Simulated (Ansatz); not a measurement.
A surface is cut from this relaxed crystal of AlNi:

```
Al Ni
1.0
     2.83275    0.00000    0.00000
     0.00000    2.83275    0.00000
     0.00000    0.00000    2.83275
Al Ni
1 1
Direct
  0.50000 0.50000 0.50000
  0.00000 0.00000 0.00000
```

Miller indices refer to the conventional cell of Pm-3m (No. 221), a = 2.833 Å, b = 2.833 Å, c = 2.833 Å, α = 90.00°, β = 90.00°, γ = 90.00°.

Computed with DFT LDA, scalar-relativistic, plane waves, PAW in Ansatz 0.2.0. Cutoff 420 eV, Gaussian smearing of 0.10 eV, no spin polarisation. A dipole correction acts along the normal.

A relaxed slab with low-index faces, about a nanometre thick, has these properties:

For this slab, the surface energy (mean of both faces) is 1.88 J/m². The work function is 4.96 eV.

**Question.** Which low-index plane was cut, and which atoms end it?

**Answer.** The (110) plane, with AlNi in the top plane and AlNi in the bottom one as cut, before relaxation. The planes from bottom to top: AlNi, AlNi, AlNi, AlNi, AlNi, AlNi.